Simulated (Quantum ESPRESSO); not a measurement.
MgAl3As3S, finding a planted mistake in a log

Computed values, not a measurement. The program is pw.x of Quantum ESPRESSO 7.5 (plane-wave density functional theory). The cell is made up: 8 atoms on a zincblende/diamond lattice, with randomly drawn elements, strain and displacements, not relaxed. PseudoDojo standard norm-conserving files (v0.5 for PBE, v0.4.1 for LDA and PBEsol) set the functional; there is no spin polarisation, spin-orbit coupling or dispersion term, and the masses in the input are unused placeholders.

Intended input:

```
&control calculation='scf', pseudo_dir='./dojo.nc.sr.pbe.v0_5.standard.upf', outdir='./o', disk_io='medium', tprnfor=.true., tstress=.true. /
&system ibrav=0, nat=8, ntyp=4, nbnd=41, ecutwfc=84.00895049, nosym=.true., tot_charge=0,
 occupations='smearing', smearing='fd', degauss=0.0018374661
/
&electrons conv_thr=7.350e-09, electron_maxstep=60, /
ATOMIC_SPECIES
Al 1.0 Al.upf
As 1.0 As.upf
Mg 1.0 Mg.upf
S 1.0 S.upf
CELL_PARAMETERS angstrom
5.7571 -0.0185 0.0486
-0.0185 5.7777 0.0975
0.0486 0.0975 5.8421
ATOMIC_POSITIONS angstrom
Mg -0.0709 0.1246 0.0294
Al 0.0852 2.87 2.9264
Al 2.9019 0.0595 2.8497
Al 2.9325 2.8577 -0.0475
As 1.4307 1.471 1.4401
As 1.4087 4.3079 4.4531
As 4.3298 1.4488 4.4665
S 4.3512 4.3628 1.5123
K_POINTS automatic
4 4 4 1 1 1
```

The log is shortened where brackets say so; the opening notice, blank lines, dates and the lines on written files are dropped, and the path of the files is cut. It prints rydbergs, bohrs and kilobars, and counts compression as positive stress. Where no state is partly filled, the Fermi energy that it prints is only some level between the filled and the empty states on the mesh, and need not lie in the true gap.

Log of the intended run:

```
     Program PWSCF v.7.5
     Parallel version (MPI & OpenMP), running on       1 processor cores
     Number of MPI processes:                 1
     Threads/MPI process:                     1
     [start-up lines left out]
     bravais-lattice index     =            0
     lattice parameter (alat)  =      10.8798  a.u.
     unit-cell volume          =    1310.8912 (a.u.)^3
     number of atoms/cell      =            8
     number of atomic types    =            4
     number of electrons       =        70.00
     number of Kohn-Sham states=           41
     kinetic-energy cutoff     =      84.0090  Ry
     charge density cutoff     =     336.0358  Ry
     scf convergence threshold =      7.3E-09
     mixing beta               =       0.7000
     number of iterations used =            8  plain     mixing
     Exchange-correlation= PBE
                           (   1   4   3   4   0   0   0)
     [axes and pseudopotential details left out]
   Cartesian axes
     site n.     atom                  positions (alat units)
         1        Mg     tau(   1) = (  -0.0123147   0.0216420   0.0051065  )
         2        Al     tau(   2) = (   0.0147985   0.4984945   0.5082907  )
         3        Al     tau(   3) = (   0.5040353   0.0103346   0.4949686  )
         4        Al     tau(   4) = (   0.5093503   0.4963581  -0.0082503  )
         5        As     tau(   5) = (   0.2485004   0.2555002   0.2501331  )
         6        As     tau(   6) = (   0.2446792   0.7482455   0.7734655  )
         7        As     tau(   7) = (   0.7520494   0.2516442   0.7757930  )
         8        S      tau(   8) = (   0.7557664   0.7577812   0.2626736  )
     number of k points=    32  Fermi-Dirac smearing, width (Ry)=  0.0018
                       cart. coord. in units 2pi/alat
        k(    1) = (   0.1243863   0.1229310   0.1200999), wk =   0.0625000
        k(    2) = (   0.1222923   0.1187652   0.3665596), wk =   0.0625000
     [further k points left out]
     Dense  grid:   136321 G-vectors     FFT dimensions: (  64,  64,  72)
     Estimated max dynamical RAM per process >     183.86 MB
     Initial potential from superposition of free atoms
     starting charge      69.9911, renormalised to      70.0000
     Starting wfcs are   48 randomized atomic wfcs
     total cpu time spent up to now is       18.7 secs
     per-process dynamical memory:   139.3 Mb
     Self-consistent Calculation
     iteration #  1     ecut=    84.01 Ry     beta= 0.70
     Davidson diagonalization with overlap
     ethr =  1.00E-02,  avg # of iterations =  4.0
     Threshold (ethr) on eigenvalues was too large:
     Diagonalizing with lowered threshold
     Davidson diagonalization with overlap
     ethr =  4.98E-04,  avg # of iterations =  2.0
     total cpu time spent up to now is      115.9 secs
     total energy              =    -791.33269885 Ry
     estimated scf accuracy    <       0.34651138 Ry
     iteration #  2     ecut=    84.01 Ry     beta= 0.70
     Davidson diagonalization with overlap
     ethr =  4.95E-04,  avg # of iterations =  3.0
     total cpu time spent up to now is      166.3 secs
     total energy              =    -791.40428972 Ry
     estimated scf accuracy    <       0.06599227 Ry
     [iterations 3 to 8 left out]
     iteration #  9     ecut=    84.01 Ry     beta= 0.70
     Davidson diagonalization with overlap
     ethr =  2.45E-10,  avg # of iterations =  3.8
     total cpu time spent up to now is      513.9 secs
     total energy              =    -791.41912732 Ry
     estimated scf accuracy    <       0.00000002 Ry
     iteration # 10     ecut=    84.01 Ry     beta= 0.70
     Davidson diagonalization with overlap
     ethr =  3.23E-11,  avg # of iterations =  2.1
     total cpu time spent up to now is      558.4 secs
     End of self-consistent calculation
     [lines on levels left out]
     the Fermi energy is     5.7821 ev
!    total energy              =    -791.41912732 Ry
     estimated scf accuracy    <          5.6E-09 Ry
     smearing contrib. (-TS)   =      -0.00000000 Ry
     internal energy E=F+TS    =    -791.41912732 Ry
     The total energy is F=E-TS. E is the sum of the following terms:
     one-electron contribution =    -553.19102495 Ry
     hartree contribution      =     297.09807292 Ry
     xc contribution           =    -171.08380870 Ry
     ewald contribution        =    -364.24236660 Ry
     convergence has been achieved in  10 iterations
     Forces acting on atoms (cartesian axes, Ry/au):
     atom    1 type  3   force =     0.03415228   -0.04748224   -0.00339368
     atom    2 type  1   force =    -0.01196001    0.00735672    0.01674256
     atom    3 type  1   force =    -0.01157402   -0.01824911    0.02699303
     atom    4 type  1   force =    -0.02182973    0.00999619    0.01387778
     atom    5 type  2   force =     0.03910733    0.02056429    0.00884991
     atom    6 type  2   force =     0.01827189    0.02814624   -0.01811355
     atom    7 type  2   force =    -0.02063001    0.02854407   -0.07051485
     atom    8 type  4   force =    -0.02553773   -0.02887616    0.02555882
     Total force =     0.133084     Total SCF correction =     0.000335
     Computing stress (Cartesian axis) and pressure
          total   stress  (Ry/bohr**3)                   (kbar)     P=      -12.93
  -0.00007442  -0.00004910   0.00006177          -10.95       -7.22        9.09
  -0.00004910  -0.00007235  -0.00007563           -7.22      -10.64      -11.13
   0.00006177  -0.00007563  -0.00011701            9.09      -11.13      -17.21
     init_run     :     18.18s CPU     18.55s WALL (       1 calls)
     electrons    :    521.15s CPU    539.74s WALL (       1 calls)
     forces       :      5.95s CPU      6.06s WALL (       1 calls)
     stress       :     26.70s CPU     27.98s WALL (       1 calls)
     [timing details left out]
     PWSCF        :   9m32.30s CPU   9m53.12s WALL
     JOB DONE.
```

A second run was made from an input with one planted mistake. Its log:

```
     Program PWSCF v.7.5
     Parallel version (MPI & OpenMP), running on       1 processor cores
     Number of MPI processes:                 1
     Threads/MPI process:                     1
     [start-up lines left out]
     bravais-lattice index     =            0
     lattice parameter (alat)  =      10.8798  a.u.
     unit-cell volume          =    1310.8912 (a.u.)^3
     number of atoms/cell      =            8
     number of atomic types    =            4
     number of electrons       =        70.00
     number of Kohn-Sham states=           41
     kinetic-energy cutoff     =      84.0090  Ry
     charge density cutoff     =     336.0358  Ry
     scf convergence threshold =      7.3E-09
     mixing beta               =       0.7000
     number of iterations used =            8  plain     mixing
     Exchange-correlation= PBESOL
                           (   1   4  10   8   0   0   0)
     [axes and pseudopotential details left out]
   Cartesian axes
     site n.     atom                  positions (alat units)
         1        Mg     tau(   1) = (  -0.0123147   0.0216420   0.0051065  )
         2        Al     tau(   2) = (   0.0147985   0.4984945   0.5082907  )
         3        Al     tau(   3) = (   0.5040353   0.0103346   0.4949686  )
         4        Al     tau(   4) = (   0.5093503   0.4963581  -0.0082503  )
         5        As     tau(   5) = (   0.2485004   0.2555002   0.2501331  )
         6        As     tau(   6) = (   0.2446792   0.7482455   0.7734655  )
         7        As     tau(   7) = (   0.7520494   0.2516442   0.7757930  )
         8        S      tau(   8) = (   0.7557664   0.7577812   0.2626736  )
     number of k points=    32  Fermi-Dirac smearing, width (Ry)=  0.0018
                       cart. coord. in units 2pi/alat
        k(    1) = (   0.1243863   0.1229310   0.1200999), wk =   0.0625000
        k(    2) = (   0.1222923   0.1187652   0.3665596), wk =   0.0625000
     [further k points left out]
     Dense  grid:   136321 G-vectors     FFT dimensions: (  64,  64,  72)
     Estimated max dynamical RAM per process >     183.86 MB
     Initial potential from superposition of free atoms
     starting charge      69.9915, renormalised to      70.0000
     Starting wfcs are   48 randomized atomic wfcs
     total cpu time spent up to now is       19.0 secs
     per-process dynamical memory:   139.3 Mb
     Self-consistent Calculation
     iteration #  1     ecut=    84.01 Ry     beta= 0.70
     Davidson diagonalization with overlap
     ethr =  1.00E-02,  avg # of iterations =  4.1
     Threshold (ethr) on eigenvalues was too large:
     Diagonalizing with lowered threshold
     Davidson diagonalization with overlap
     ethr =  4.72E-04,  avg # of iterations =  2.0
     total cpu time spent up to now is      114.0 secs
     total energy              =    -790.36266394 Ry
     estimated scf accuracy    <       0.32846507 Ry
     iteration #  2     ecut=    84.01 Ry     beta= 0.70
     Davidson diagonalization with overlap
     ethr =  4.69E-04,  avg # of iterations =  3.2
     total cpu time spent up to now is      164.0 secs
     total energy              =    -790.42977038 Ry
     estimated scf accuracy    <       0.06638358 Ry
     [iterations 3 to 8 left out]
     iteration #  9     ecut=    84.01 Ry     beta= 0.70
     Davidson diagonalization with overlap
     ethr =  2.01E-10,  avg # of iterations =  3.6
     total cpu time spent up to now is      603.3 secs
     total energy              =    -790.44497393 Ry
     estimated scf accuracy    <       0.00000001 Ry
     iteration # 10     ecut=    84.01 Ry     beta= 0.70
     Davidson diagonalization with overlap
     ethr =  1.71E-11,  avg # of iterations =  2.8
     total cpu time spent up to now is      668.0 secs
     End of self-consistent calculation
     [lines on levels left out]
     the Fermi energy is     5.6438 ev
!    total energy              =    -790.44497393 Ry
     estimated scf accuracy    <          3.4E-09 Ry
     smearing contrib. (-TS)   =      -0.00000000 Ry
     internal energy E=F+TS    =    -790.44497393 Ry
     The total energy is F=E-TS. E is the sum of the following terms:
     one-electron contribution =    -553.72558625 Ry
     hartree contribution      =     296.77756241 Ry
     xc contribution           =    -169.25458350 Ry
     ewald contribution        =    -364.24236660 Ry
     convergence has been achieved in  10 iterations
     Forces acting on atoms (cartesian axes, Ry/au):
     atom    1 type  3   force =     0.03360153   -0.04602530   -0.00359812
     atom    2 type  1   force =    -0.01148016    0.00709088    0.01661363
     atom    3 type  1   force =    -0.01161896   -0.01774757    0.02660353
     atom    4 type  1   force =    -0.02168954    0.00953645    0.01330249
     atom    5 type  2   force =     0.03868720    0.02071184    0.00905903
     atom    6 type  2   force =     0.01832899    0.02662493   -0.01822416
     atom    7 type  2   force =    -0.02049954    0.02847873   -0.06910954
     atom    8 type  4   force =    -0.02532953   -0.02866997    0.02535313
     Total force =     0.130816     Total SCF correction =     0.000274
     Computing stress (Cartesian axis) and pressure
          total   stress  (Ry/bohr**3)                   (kbar)     P=      -30.07
  -0.00019125  -0.00004731   0.00006009          -28.13       -6.96        8.84
  -0.00004731  -0.00018856  -0.00007353           -6.96      -27.74      -10.82
   0.00006009  -0.00007353  -0.00023338            8.84      -10.82      -34.33
     init_run     :     18.62s CPU     18.92s WALL (       1 calls)
     electrons    :    630.55s CPU    649.01s WALL (       1 calls)
     forces       :      7.88s CPU      7.99s WALL (       1 calls)
     stress       :     30.00s CPU     31.21s WALL (       1 calls)
     [timing details left out]
     PWSCF        :  11m27.32s CPU  11m47.76s WALL
     JOB DONE.
```

Question: what was wrong in the second input?

Answer: the files are those of another functional. The input lines that differ, file-writing options aside:

```
- &control calculation='scf', pseudo_dir='./dojo.nc.sr.pbe.v0_5.standard.upf', outdir='./o', disk_io='medium', tprnfor=.true., tstress=.true. /
+ &control calculation='scf', pseudo_dir='./dojo.nc.sr.pbesol.v0_4_1.standard.upf', outdir='./o', disk_io='medium', tprnfor=.true., tstress=.true. /
```

```
                                            intended run  run with the mistake
                          free energy (eV)    -10767.806            -10754.552
                    smearing term -TS (eV)        0.0000                0.0000
                            pressure (GPa)         -1.29                 -3.01
            largest force component (eV/Å)         1.813                 1.777
largest change of a force component (eV/Å)                               0.039
                                iterations            10                    10
```

For scale, a rerun of the intended cell at 1437 eV and a 6 x 6 x 6 mesh moved values by no more than 0.006 eV in energy, 0.02 GPa in stress and 0.005 eV/Å in force. Files of another functional have another zero of energy, so the energy change says nothing on stability.